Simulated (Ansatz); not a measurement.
Geometry optimisation in Ansatz: input, command and trajectory.

```yaml
crystal:
  lattice:
    - [0.0, 2.9438472629, 2.9438472629]
    - [2.9438472629, 0.0, 2.9438472629]
    - [2.9438472629, 2.9438472629, 0.0]
  atoms:
    - { symbol: Mn, position: [0.0, 0.0, 0.0], spin: 3.97 }
    - { symbol: Ag, position: [0.25, 0.25, 0.25] }
    - { symbol: Ag, position: [0.75, 0.75, 0.75] }
basis:
  ecutwfc: 420
kpoints:
  mp_grid: { grid: [6, 6, 6] }
hamiltonian:
  xc: pbe
scf:
  occupations: { method: gaussian, width: 0.1 }
  lower_state_search: "off"
output:
  forces: true
  stress: true
  eigenvalues: true
  populations: true
magnetization:
  spin_polarized: true
relax:
  adjacent_minimum: "off"
  f_tol: 0.04
  max_steps: 70
  cell: { stress_tol: 0.4 }
```

```bash
ansatz run input.yaml --threads 1 --pin off --max-ram 2560MiB --backend cpu --events-out ev --progress --plain --runs-dir out
```

Computed with DFT PBE, scalar-relativistic, plane waves, PAW (Ansatz).

Of 5 frames 5 are shown, positions in Å and forces in eV/Å; the SCF threshold varies from step to step. Steps run on the plane waves of an earlier cell, with a Pulay correction in the pressure. The basis is chosen afresh for the last frame, the zero of the energies, and at times for earlier ones too; energy and pressure step there, also at an unchanged geometry.

```xyz
3
Lattice="0.0000 2.9438 2.9438 2.9438 0.0000 2.9438 2.9438 2.9438 0.0000" Properties=species:S:1:pos:R:3:forces:R:3 pbc="T T T" step=1 free_energy_over_end_meV_per_atom=149.67 pressure_GPa=16.77
Mn    0.0000    0.0000    0.0000    0.0000    0.0000    0.0000
Ag    1.4719    1.4719    1.4719    0.0000    0.0000    0.0000
Ag    4.4158    4.4158    4.4158    0.0000    0.0000    0.0000
3
Lattice="0.0000 3.0852 3.0852 3.0852 0.0000 3.0852 3.0852 3.0852 0.0000" Properties=species:S:1:pos:R:3:forces:R:3 pbc="T T T" step=2 free_energy_over_end_meV_per_atom=6.39 pressure_GPa=2.56
Mn    0.0000    0.0000    0.0000    0.0000    0.0000    0.0000
Ag    1.5426    1.5426    1.5426    0.0000    0.0000    0.0000
Ag    4.6279    4.6279    4.6279    0.0000    0.0000    0.0000
3
Lattice="0.0000 3.1137 3.1137 3.1137 0.0000 3.1137 3.1137 3.1137 0.0000" Properties=species:S:1:pos:R:3:forces:R:3 pbc="T T T" step=3 free_energy_over_end_meV_per_atom=1.39 pressure_GPa=0.54
Mn    0.0000    0.0000    0.0000    0.0000    0.0000    0.0000
Ag    1.5569    1.5569    1.5569    0.0000    0.0000    0.0000
Ag    4.6706    4.6706    4.6706    0.0000    0.0000    0.0000
3
Lattice="0.0000 3.1220 3.1220 3.1220 0.0000 3.1220 3.1220 3.1220 0.0000" Properties=species:S:1:pos:R:3:forces:R:3 pbc="T T T" step=4 free_energy_over_end_meV_per_atom=1.19 pressure_GPa=0.00
Mn    0.0000    0.0000    0.0000    0.0000    0.0000    0.0000
Ag    1.5610    1.5610    1.5610    0.0000    0.0000    0.0000
Ag    4.6829    4.6829    4.6829    0.0000    0.0000    0.0000
3
Lattice="0.0000 3.1220 3.1220 3.1220 0.0000 3.1220 3.1220 3.1220 0.0000" Properties=species:S:1:pos:R:3:forces:R:3 pbc="T T T" step=5 free_energy_over_end_meV_per_atom=0.00 pressure_GPa=0.06
Mn    0.0000    0.0000    0.0000    0.0000    0.0000    0.0000
Ag    1.5610    1.5610    1.5610    0.0000    0.0000    0.0000
Ag    4.6829    4.6829    4.6829    0.0000    0.0000    0.0000
```

The start puts this composition into another compound's structure type, which needn't suit it. At the end the space group is Fm-3m (tolerance 0.05 Å).

Time: 8.8 s on 1 thread of Intel(R) Xeon(R) 6975P-C (Granite Rapids), on a shared host, peak memory 0.39 GiB.

The k mesh is coarse. Only parallel moments were tried here.